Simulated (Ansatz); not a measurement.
Relaxing Lu (hcp)

**What was measured.** A cell as deposited of hexagonal Lu (space group P6_3/mmc), temperature not stated, from the Crystallography Open Database (1969), has a, c = 3.510, 5.567 Å and 29.70 Å³/atom.

Method: r²SCAN, scalar-relativistic; no spin polarisation; PAW, 500 eV, 14×14×8 k-mesh, Gaussian smearing of 0.05 eV; code Ansatz. The datasets are Ansatz's generated set soft_2.

The start, 0 % under the database's volume:

```yaml
crystal:
  lattice:
    - [3.51000, 0.00000, 0.00000]
    - [-1.75500, 3.03975, 0.00000]
    - [0.00000, 0.00000, 5.56335]
  atoms:
    - { symbol: Lu, position: [0.33333, 0.66667, 0.75000] }
    - { symbol: Lu, position: [0.66667, 0.33333, 0.25000] }
```

The runs in order:

| run | level | k-mesh | kind | V (Å³/atom) | P (GPa) | E − E(final) (meV/atom) | gap on the mesh (eV) |
| --- | --- | --- | --- | --- | --- | --- | --- |
| 1 | PBE, 420 eV | 6×6×4 | cell and atoms relaxed | 28.96 | 0.2 | – | metal |
| 2 | r²SCAN | 14×14×8 | shape and atoms relaxed, volume fixed | 28.96 | 0.0 | 0.0 | metal |
| 3 | r²SCAN | 14×14×8 | shape and atoms relaxed, volume fixed | 28.97 | 0.0 | 0.0 | metal |

The final structure (symmetry read at 0.01 Å). The structure is hexagonal, space group P6_3/mmc (No. 194). The conventional cell has a = 3.503 Å, b = 3.503 Å, c = 5.452 Å, α = 90.00°, β = 90.00°, γ = 120.00°. Lu (site symmetry -6m2) has 12 Lu at 3.39 to 3.50 Å as nearest neighbours. (Shells end 15 % past the nearest neighbour.)

```
atom  site  symmetry       x       y       z
  Lu    2d      -6m2  0.3333  0.6667  0.7500
```

- At the final geometry the gap, band path included, is zero (metallic).
- The runs in the table took roughly 1.2 core-minutes.

**Comparison.** The computed cell (3.503, 5.452 Å, 28.97 Å³/atom) differs from the database's by −2.5 % in volume, about −0.8 % in length. The axes miss by −0.2 %, −2.1 %. The static lattice lacks zero-point motion and thermal expansion; that covers some of the miss, perhaps all. The database's entry may also be off.

No spin–orbit coupling, a notable omission for heavy elements.
